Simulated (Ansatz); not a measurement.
P₂W:
```cif
data_P4W2
_chemical_formula_sum 'P4 W2'
_space_group_name_H-M_alt 'P 1'
_space_group_IT_number 1
_cell_length_a 5.75725
_cell_length_b 5.75725
_cell_length_c 4.93285
_cell_angle_alpha 90.000
_cell_angle_beta 90.000
_cell_angle_gamma 148.439
loop_
_space_group_symop_operation_xyz
  'x, y, z'
loop_
_atom_site_label
_atom_site_type_symbol
_atom_site_fract_x
_atom_site_fract_y
_atom_site_fract_z
_atom_site_occupancy
P1 P 0.06998 0.93002 0.38257 1
P2 P 0.93002 0.06998 0.88257 1
P3 P 0.79713 0.20287 0.20047 1
P4 P 0.20287 0.79713 0.70047 1
W1 W 0.40670 0.59330 0.49996 1
W2 W 0.59330 0.40670 0.99996 1
```

Relaxed with LDA.

Q: Which orbitals make up the states near the Fermi level in DFT-LDA in the program Ansatz with PAW potentials?

A: Within 0.5 eV of the Fermi level: W 5d 67 %, P 3p 22 %, outside the projected shells 5 %. Projections are on Löwdin-orthogonalised atomic valence shells; empty p or d shells of many metals are not among them.

Q: Tabulate the density of states.

A: States/eV per cell of 6 atoms, in 0.25 eV bins, energy from the Fermi level.

```
E (eV)  total  P 3p  W 5d  P 3s
------  -----  ----  ----  ----
-7.85    0.51  0.34  0.08  0.04
-7.60    1.11  0.74  0.18  0.08
-7.35    2.48  1.67  0.46  0.15
-7.10    2.97  2.02  0.61  0.16
-6.85    3.16  2.12  0.70  0.19
-6.60    2.24  1.40  0.52  0.18
-6.35    1.90  1.17  0.45  0.15
-6.10    2.96  1.78  0.82  0.20
-5.85    3.37  1.99  0.95  0.24
-5.60    2.99  1.70  0.89  0.24
-5.35    2.05  1.15  0.64  0.15
-5.10    2.14  1.21  0.69  0.13
-4.85    3.47  1.99  1.11  0.18
-4.60    2.99  1.67  1.02  0.16
-4.35    3.38  1.81  1.26  0.17
-4.10    4.08  2.18  1.56  0.17
-3.85    4.96  2.56  2.03  0.17
-3.60    5.43  2.80  2.26  0.16
-3.35    5.63  3.01  2.27  0.13
-3.10    5.41  2.85  2.24  0.12
-2.85    4.78  2.56  1.94  0.10
-2.60    3.80  1.94  1.63  0.08
-2.35    2.17  1.04  0.97  0.06
-2.10    2.36  1.10  1.07  0.07
-1.85    2.66  1.07  1.35  0.07
-1.60    3.30  1.06  1.92  0.09
-1.35    3.15  0.88  1.97  0.09
-1.10    3.79  0.92  2.52  0.10
-0.85    2.42  0.58  1.62  0.07
-0.60    2.00  0.38  1.46  0.05
-0.35    1.24  0.18  0.95  0.03
-0.10    1.12  0.21  0.80  0.03
0.15     0.80  0.22  0.49  0.03
0.40     0.90  0.30  0.47  0.07
0.65     1.48  0.51  0.74  0.12
0.90     1.93  0.67  0.95  0.15
1.15     3.27  1.20  1.49  0.28
1.40     3.24  1.05  1.52  0.33
1.65     3.15  0.99  1.50  0.32
1.90     3.61  1.15  1.73  0.33
2.15     3.41  1.00  1.70  0.30
2.40     4.31  1.22  2.17  0.40
2.65     4.40  1.11  2.32  0.45
2.90     4.51  1.21  2.25  0.47
3.15     4.75  1.28  2.22  0.55
3.40     3.71  1.08  1.56  0.44
3.65     3.51  1.12  1.32  0.40
3.90     3.13  1.16  0.99  0.31
4.15     4.33  1.80  1.32  0.31
4.40     3.37  1.47  0.91  0.18
4.65     4.04  1.80  1.02  0.23
```

Space group Cmc2_1. The workflow started from a Materials Project entry (that database holds measured and hypothetical structures alike); the Crystallography Open Database files this formula in space group No. 36, but the cells were not matched. Whether it is the stable phase at ambient conditions was not checked. The cell was relaxed with LDA under the symmetry of its start; whether a distortion lowers the energy is not shown. No spin polarisation was allowed. Spin–orbit coupling is left out wherever it is not named.

Potentials: the later of the program's two PAW sets.
